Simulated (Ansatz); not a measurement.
TiO2:
```yaml
crystal:
  lattice:
    - [4.64324, 0.00000, 0.00000]
    - [0.00000, 4.64324, 0.00000]
    - [0.00000, 0.00000, 2.96392]
  atoms:
    - { symbol: Ti, position: [0.00000, 0.00000, 0.00000] }
    - { symbol: Ti, position: [0.50000, 0.50000, 0.50000] }
    - { symbol: O, position: [0.30513, 0.30513, 0.00000] }
    - { symbol: O, position: [0.80513, 0.19487, 0.50000] }
    - { symbol: O, position: [0.19487, 0.80513, 0.50000] }
    - { symbol: O, position: [0.69487, 0.69487, 0.00000] }
```

Relaxed with the program Ansatz at the PBE level (PAW). Indices refer to the conventional cell of P4_2/mnm, a = b = 4.643 Å, c = 2.964 Å, α = β = γ = 90.00°.

Q: Simulate the powder diffraction pattern (Co Kα, λ = 1.79026 Å; lines above 1 %) up to 2θ = 90°.

A: Simulated powder pattern, Co Kα, λ = 1.79026 Å (kinematic, ideal powder, no thermal factors, no anomalous dispersion; the 30 strongest lines at most, above 1 %, up to 2θ = 90°):

```csv
2θ (°),d (Å),I/Imax (%),hkl
31.64,3.283,100,(110)
41.99,2.498,44,(101)
45.36,2.322,6.7,(200)
48.02,2.200,18,(111)
51.07,2.077,6.7,(210)
63.52,1.701,56,(211)
66.09,1.642,17,(220)
74.32,1.482,8.0,(002)
75.13,1.468,8.4,(310)
81.45,1.372,22,(301)
83.01,1.351,11,(112)
85.74,1.316,1.3,(311)
```

The PBE relaxation kept the symmetry of its start. The run is not spin-polarised.

Potentials: the later of the program's two PAW sets.
